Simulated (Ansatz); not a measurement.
# Al2H: reading a single point

```
H Al
1.0
     4.43014    0.00000    0.00000
    -2.21507    3.83661    0.00000
     0.00000    0.00000    6.17100
H Al
3 6
Direct
  0.50000 0.50000 0.16670
  0.00000 0.50000 0.83337
  0.50000 0.00000 0.50003
  0.83820 0.16180 0.16670
  0.67640 0.83820 0.83337
  0.83820 0.67640 0.50003
  0.16180 0.83820 0.16670
  0.32360 0.16180 0.83337
  0.16180 0.32360 0.50003
```

Level: PBEsol, no spin polarisation; 420 eV; 9×9×6 Γ-centred mesh; fermi-dirac occupations (width 0.1 eV); Ansatz 0.2.0, fixed geometry.

At the Fermi level: It is a metal, with about 2.6 states/eV a cell as the mean within 0.25 eV of the Fermi level, mostly Al p (62 %) and Al s (24 %).
Charges: Bader charges in e: Al +0.22, H -0.44. In the mean Al gives up most and H takes most.
Stress: The pressure is 14.3 GPa (compression positive), so with the atoms held at these fractions the cell would first expand; the forces are large, so a full relaxation may end otherwise. The principal stresses 12.2, 12.2, 18.5 GPa differ, so its shape would change too.
Formation energy: 0.59 eV an atom against the elements' usual phases (free molecules for gases, crystals otherwise, with no correction for O₂ or N₂), so at this geometry it isn't bound against them. Relaxing would lower it.

Origin: a known structure type with other elements, at an estimated volume, so it need not be a known compound.
